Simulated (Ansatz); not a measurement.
Space group C2/m (No. 12). a = 4.848 Å, b = 9.589 Å, c = 4.841 Å, α = 90.00°, β = 95.97°, γ = 90.00°
```csv
atom,site,symmetry,x,y,z
Ta,4i,m,0.2870,0.0000,0.7179
Ta,8j,1,0.7603,0.8326,0.7550
O,2a,2/m,0.0000,0.0000,0.0000
```

Equation of state of this Ta6O structure (not necessarily the ground state), with shape and atoms relaxed at each volume where symmetry leaves them free. It has no gap at any of these volumes. Level of theory: DFT PBEsol, scalar-relativistic, plane waves, PAW (Ansatz 0.2.0).

Settings: cutoff 420 eV, Γ-centred mesh 8×4×8 on the computed 14-atom cell, Gaussian smearing of 0.10 eV; no spin polarisation.

```csv
V (Å³/atom),E − E(largest V) (meV/atom),P (GPa)
14.069,107.50,38.26
14.549,11.09,26.44
15.028,-52.44,16.27
15.508,-87.67,7.52
15.988,-98.57,0.00
16.467,-88.59,-6.46
16.947,-60.70,-12.00
17.586,0.00,-18.18
```

Problem. Fit a third-order Birch–Murnaghan equation to E(V).

Solution. V0 = 15.99 Å³/atom, B0 = 232 GPa, B0' = 4.0.

Spin-orbit coupling is left out, which matters for the bands of heavy elements.

Cost: 8 runs of about 2.1 core-hours in all, on Intel Xeon Platinum 8259CL (Skylake/Cascade Lake) (shared hosts).